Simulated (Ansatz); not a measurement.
## Stress against strain in BaTiO3

```yaml
crystal:
  lattice:
    - [4.00730, 0.00000, 0.00000]
    - [0.00000, 4.00730, 0.00000]
    - [0.00000, 0.00000, 4.00730]
  atoms:
    - { symbol: Ba, position: [0.50000, 0.50000, 0.50000] }
    - { symbol: Ti, position: [0.00000, 0.00000, 0.00000] }
    - { symbol: O, position: [0.50000, 0.00000, 0.00000] }
    - { symbol: O, position: [0.00000, 0.50000, 0.00000] }
    - { symbol: O, position: [0.00000, 0.00000, 0.50000] }
```

Atom numbers follow the list: Ba1, Ti2, O3, O4, O5.

The geometry is COD entry 1507757, unchecked; take it as a test cell.

Spin–orbit coupling is left out, though it moves levels of the heavy atoms by tenths of an eV or more.

Method: DFT, LDA, all-electron LAPW, scalar-relativistic in Ansatz 0.2.0.

Settings: a Γ-centred 8×8×8 k mesh, Fermi–Dirac smearing of 0.05 eV, basis error target 1 meV/atom, no spin polarisation.

The strain is applied along the Cartesian axes of the cell as listed (the other components stay zero). Fractional coordinates are held (clamped ions).

σ is the change of stress from the unstrained cell, which is at -9.41 GPa; tension is positive, so slopes are stress–strain coefficients at that pressure.

Only quantities that a quadratic follows smoothly over the whole series are listed; rougher ones are left out.

```tsv
εzz	σzz (GPa)	σxx (GPa)
-0.0300	-9.58	-3.03
-0.0100	-2.85	-0.95
0.0000	0.00	0.00
0.0100	2.55	0.90
0.0200	4.83	1.75
0.0300	6.86	2.55
```

Problem. Fit the series and read off the stiffness at zero strain.

Solution. Least-squares fits y = p0 + p1 x + p2 x² to the rows give σzz (GPa): p1 = 273, p2 = -1500; σxx (GPa): p1 = 92.9, p2 = -270. So C11 = 273 GPa and C12 = 93 GPa, which gives B = (C11 + 2 C12)/3 = 153 GPa.

Problem. One run, at εzz = -0.0200, is withheld. Predict its row.

Solution. The fits give -6.08, -1.96; the run gave -6.04, -1.96.
